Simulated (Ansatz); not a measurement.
Equation of state of Na from a dense series

```xyz
1
Lattice="-2.1175 2.1175 2.1175 2.1175 -2.1175 2.1175 2.1175 2.1175 -2.1175" Properties=species:S:1:pos:R:3 pbc="T T T"
Na    0.0000    0.0000    0.0000
```

Structure: COD 9011002, as refined from experiment and not relaxed.

The calculation used DFT, PBEsol, all-electron LAPW, scalar-relativistic (Ansatz 0.2.0).

Sampling and basis: a Γ-centred 11×11×11 k mesh, Fermi–Dirac smearing of 0.03 eV, basis error target 0.5 meV/atom, no spin polarisation.

The cell is scaled evenly. Fractional coordinates are held (clamped ions).

```json
{"V (Å³/atom)": "35.699", "P (GPa)": "0.12"}
{"V (Å³/atom)": "36.459", "P (GPa)": "-0.05"}
{"V (Å³/atom)": "37.218", "P (GPa)": "-0.20"}
{"V (Å³/atom)": "37.598", "P (GPa)": "-0.27"}
{"V (Å³/atom)": "37.978", "P (GPa)": "-0.34"}
{"V (Å³/atom)": "38.358", "P (GPa)": "-0.40"}
{"V (Å³/atom)": "38.737", "P (GPa)": "-0.46"}
{"V (Å³/atom)": "40.257", "P (GPa)": "-0.68"}
```

(1) Fit a third-order Birch–Murnaghan curve to the pressures.

(2) Predict the pressure at the withheld volume, 39.497 Å³/atom.

Results:

(1) P = (3B0/2)(y^(7/2) − y^(5/2))[1 + (3/4)(B0′ − 4)(y − 1)] with y = (V0/V)^(2/3) fits within 0.01 GPa for V0 = 36.232 Å³/atom, B0 = 7.8 GPa and B0′ = 3.64.

(2) There y = 0.9441, so the fit gives -0.58 GPa; the run gave -0.58 GPa.
